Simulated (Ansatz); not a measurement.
Method: PBEsol, no spin polarisation; PAW, plane waves to 420 eV, 5×5×7 Γ-centred mesh, fermi-dirac occupations (width 0.1 eV) (Ansatz 0.2.0), atoms fixed.

Computed maps in the lattice plane spanned by a (left to right, 7.56 Å, 23 points from zero) and b (bottom to top, 7.56 Å, 23 points from zero), 60° apart, at height 0.000 along c. The fields are smooth PAW ones with compensation charges, not the true ones near nuclei.

Valence density. Digits on a logarithmic scale: 0 up to 0.03 e/Å³, each further digit a factor of 1.6, 9 from 1.3 e/Å³ up:
```
99985333579999975333589
99985323457999975432358
78875322245788875422235
45554322223566665322223
33333333222344544322233
33222333443333333333443
43322334555543222345555
65422245677764322346777
87542245789986532356899
99753235799998643346899
99975335799999864346899
99986434689999975335799
99986433468999975323579
89986532356899875422457
67776432234677765422245
45555432223455554332233
33443333333333443332223
33322234454432223333333
43222235666653222234555
75322245788875422235788
98532345799997543235899
99853335799999753335899
99974334689999864334799
```

ELF. Ten even steps from '0' (0.03) to '9' (0.73):
```
55961236987323789632169
99961123698866789632116
46641121269988899621211
11111221013899998310122
32112333210148984101233
43222346663101221013666
86311368999841000148999
99620269988998200289988
88961169887889920299877
47893039874368981189863
43898118983516894049862
42689404986153898118983
43689811898634789303987
87789920299887889611698
98899820028998899620269
89998410001489998631136
46663101221013666432223
33321014898410123332112
12210138999983101221111
41121269988899621211466
96112369876688963211699
59612369873237896321695
05941348984444898431495
```

Problem. The cell is TaGa$_{2}$I$_{3}$. Which atoms lie within 0.2 Å of this plane, and where (fractions of a and b)?

Solution. Ta at (0.00, 0.00), I at (0.50, 0.50), I at (0.50, 0.00), I at (0.00, 0.50). The whole cell:
```
CELL_PARAMETERS angstrom
3.77752 6.54285 0.00000
-3.77752 6.54285 0.00000
0.00000 0.00000 5.08023
ATOMIC_POSITIONS crystal
Ga 0.33330 0.33340 0.50000
Ga 0.66660 0.66670 0.50000
Ta 0.00000 0.00000 0.00000
I 0.50000 0.50000 0.00000
I 0.50000 0.00000 0.00000
I 0.00000 0.50000 0.00000
```

Origin: a known structure type with other elements, at an estimated volume, so it need not be a known compound. Caveats: many states at the Fermi level without spin polarisation, so a magnetic state may lie lower.
